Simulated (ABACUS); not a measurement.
Worked example: self-consistent single point of Ta₂O₅ (P2/m, 7 atoms in the cell; from Materials Project mp-1238961, changed as shown) in ABACUS.

All values come from this method and carry its errors: LDA (PW92), PseudoDojo 0.4 standard norm-conserving LDA (tails mended) pseudopotentials (plane waves; ABACUS).

The change in words: lattice scaled by 0.98. Reference geometry (P2/m):
```
Ta2O5
1.0
    3.84141     0.00000     0.00000
    0.00000     3.86272     0.00000
   -1.81894     0.00000     6.52896
Ta O
2 5
Cartesian
  1.05577   0.00000   5.16643
  0.96670   0.00000   1.36253
  1.09136   1.93136   5.21226
  0.93111   1.93136   1.31670
 -0.85466   0.00000   5.68424
  2.87713   0.00000   0.84472
  1.01124   0.00000   3.26448
```

Reference input (self-consistent single point, DFT, LDA (PW92), plane waves, PseudoDojo 0.4 standard norm-conserving LDA (tails mended) pseudopotentials): KPT = Gamma 8 8 4 0 0 0; basis_type = pw; dft_functional = PWLDA; ecutwfc = 84 Ry; smearing_method = fd; smearing_sigma = 0.00367493 Ry; potentials = PseudoDojo 0.4 standard norm-conserving LDA (tails mended); symmetry = 1; symmetry_prec = 1e-05; ks_solver = dav_subspace; scf_nmax = 100; scf_thr = 1.0e-09 Ry. This run's input differs from it in these lines:

```diff
@@ -29,5 +29,5 @@
 LATTICE_VECTORS
-   7.2592128324    0.0000000000    0.0000000000
-   0.0000000000    7.2994828961    0.0000000000
-  -3.4372965474    0.0000000000   12.3379462786
+   7.1140289537    0.0000000000    0.0000000000
+   0.0000000000    7.1534939941    0.0000000000
+  -3.3685502007    0.0000000000   12.0911877310
 
@@ -39,4 +39,4 @@
 2
-   1.9951093801    0.0000000000    9.7631402697
-   1.8268069049    0.0000000000    2.5748060089
+   1.9552077670    0.0000000000    9.5678777634
+   1.7902709860    0.0000000000    2.5233099676
 
@@ -45,7 +45,7 @@
 5
-   2.0623730479    3.6497414481    9.8497526526
-   1.7595432371    3.6497414481    2.4881936260
-  -1.6150708930    0.0000000000   10.7416627891
-   5.4369871780    0.0000000000    1.5962834895
-   1.9109581425    0.0000000000    6.1689731393
+   2.0211261691    3.5767469970    9.6527579013
+   1.7243525839    3.5767469970    2.4384298297
+  -1.5827690415    0.0000000000   10.5268298624
+   5.3282477945    0.0000000000    1.5643578686
+   1.8727393765    0.0000000000    6.0455938655
 # file: KPT
```

The program printed (abridged):

```
 SELF-CONSISTENT
 -------------------------------------------
                                 init_chg = atomic

 PW ALGORITHM --------------- ION=   1  ELEC=   1--------------------------------

 Density error is 2.61497009133
                          Error Threshold = 0.01
 E_KohnSham     -425.8970477855      -5794.6266112615
 E_Fermi        0.6816178832         9.2738870697

 PW ALGORITHM --------------- ION=   1  ELEC=   2--------------------------------

 Density error is 0.102933431583
                          Error Threshold = 0.00466958944881
 E_KohnSham     -426.4344084651      -5801.9377783847
   [... lines left out ...]

 Density error is 4.96889048283e-09
                          Error Threshold = 1.07666381971e-10
 E_KohnSham     -426.4399834871      -5802.0136304499
 E_Fermi        0.6277395238         8.5408343830

 PW ALGORITHM --------------- ION=   1  ELEC=  11--------------------------------

 Density error is 5.30081807738e-10
                          Error Threshold = 8.87301871933e-12
 E_KohnSham     -426.4399834877      -5802.0136304593
 E_KS(sigma->0) -426.4399834877      -5802.0136304593
 E_entropy(-TS) -0.0000000000        -0.0000000000
 E_Fermi        0.6277459548         8.5409218819
 charge density convergence is achieved
 final etot is -5802.0136305 eV
 EFERMI = 8.5409218819 eV

 STATE ENERGY(eV) AND OCCUPATIONS    NSPIN == 1
   [... 35 lines left out ...]

 TOTAL-FORCE (eV/Angstrom)
                       Ta1        -0.0158972421         0.0000000000         0.2241571044
                       Ta2         0.0158972421         0.0000000000        -0.2241571044
                        O1         0.0298311197         0.0000000000         0.0622958295
                        O2        -0.0298311197         0.0000000000        -0.0622958295
                        O3        -0.0354064081         0.0000000000         0.0207012819
                        O4         0.0354064081         0.0000000000        -0.0207012819
                        O5         0.0000000000         0.0000000000         0.0000000000

 TOTAL-STRESS (KBAR)
        46.4498100078         0.0000000000         0.0807122244
         0.0000000000        88.4689101679         0.0000000000
         0.0807122244         0.0000000000        55.8000205043
 TOTAL-PRESSURE: 63.572914 KBAR

 --------------------------------------------
 !FINAL_ETOT_IS -5802.0136304592588203 eV
 --------------------------------------------
```

The run converged in 11 iterations. Against the reference run the free energy goes down by 7.0 meV/atom, the pressure goes from -8.41 to 6.36 GPa, the largest force goes from 0.090 to 0.225 eV/Å and the gap on the mesh goes from 2.131 to 2.273 eV.

Spin-orbit coupling is left out, which matters for bands and gaps with elements this heavy. The structure comes from a collection of computed structures, made at another level of theory; the collection holds predicted forms beside known ones.

Cost on one core: very roughly 4 core-minutes.

“Tails mended”: in these copies of the files the far tail of each local potential was reset to the Coulomb form.
